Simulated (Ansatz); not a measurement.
**P under pressure: fit and missing row**

P, Cmce, a = 3.349 Å, b = 9.896 Å, c = 3.830 Å. Ansatz: PBEsol+D3(BJ), PAW, 420 eV, Γ-centred 14×14×12 mesh on 4 atoms, Gaussian smearing 0.10 eV; no spin polarisation. Cell and atoms are relaxed at each pressure, and no other structure is tried, so the rows at high pressure may lie past a change of phase.

| V (Å³/atom) | P (GPa) |
| --- | --- |
| ? | 40.00 |
| 12.217 | 19.97 |
| 13.580 | 10.00 |
| 14.434 | 5.03 |
| 15.201 | 1.96 |
| 15.866 | 0.01 |
| 17.110 | -2.00 |

Task: Take V0 = 15.866 Å³/atom, count pressures from its P0 = 0.01 GPa, fit the third-order Birch–Murnaghan form to the other rows, and predict the missing volume.

Result: With the Eulerian strain f = ½[(V0/V)^(2/3) − 1] and y = (P − P0)/[3f(1 + 2f)^(5/2)], the form is the line y = B0 + 1.5 B0 (B0′ − 4) f. Rows (f, y): 0.09517, 45.2; 0.05465, 47.0; 0.03255, 43.9; 0.01448, 41.8; -0.02454, 31.0. Means f = 0.03446, y = 41.780; Σ(Δf)² = 0.007977, ΣΔfΔy = 0.9446; the slope is their ratio. y = 37.70 + 118.4 f GPa, so B0 = 37.7 GPa and B0′ = 4 + 2 × (118.4)/(3 × 37.70) = 6.09. P = 40.00 GPa is met at f = 0.13588 (y = 53.79), so V = V0 (1 + 2f)^(−3/2) = 11.063 Å³/atom. The run gave 11.062 Å³/atom, so the fit is 0.001 Å³/atom too high, within the rms miss on the fitted rows (0.114 Å³/atom). The form still works here, 91 % of the fitted range beyond its end. With a term in f² added B0′ becomes 8.40, so this figure hangs on the form.

The mesh isn't the same in all rows (14×14×12, 14×14×14).